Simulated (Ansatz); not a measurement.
# MnSb: reading a single point

```
CELL_PARAMETERS angstrom
2.06209 3.57165 0.00000
-2.06209 3.57165 0.00000
0.00000 0.00000 5.78988
ATOMIC_POSITIONS crystal
Mn 0.00000 0.00000 0.00000
Mn 0.00000 0.00000 0.50000
Sb 0.33333 0.33333 0.25000
Sb 0.66667 0.66667 0.75000
```

The numbers come from plane-wave PAW DFT (Ansatz): PBE, no spin polarisation, 420 eV, 9×9×6 Γ-centred k points, fermi-dirac occupations (width 0.1 eV). Nothing was relaxed.

Question: What happens at the Fermi level?

Answer: It is a metal, with about 11 states/eV a cell as the mean within 0.25 eV of the Fermi level, mostly Mn d (93 %).

Question: Describe some of the short contacts.

Answer: Mn–Sb at 2.79 Å: least valence density 0.28 e/Å³ and ELF 0.35 there. Mn–Mn at 2.89 Å: least valence density 0.21 e/Å³ and ELF 0.36 there. Both are smooth PAW fields, read partly inside the augmentation spheres.

Question: What is the formation energy?

Answer: 0.50 eV an atom against the elements' usual phases (free molecules for gases, crystals otherwise, with no correction for O₂ or N₂), so at this geometry it isn't bound against them. Relaxing would lower it.

Question: Is the cell too large or too small?

Answer: The pressure is -15.2 GPa (compression positive), so with the atoms held at these fractions the cell would first shrink. The principal stresses -19.7, -13.0, -13.0 GPa differ, so its shape would change too.

Question: How is the charge shared?

Answer: Bader charges in e: Mn +0.27, Sb -0.27. In the mean Mn gives up most and Sb takes most.

Question: Are the atoms at rest?

Answer: The forces vanish by the symmetry of the sites.

Origin: a database entry at a rescaled volume. Caveats: no spin polarisation, so a magnetic state may lie lower; atoms or cell far from equilibrium.
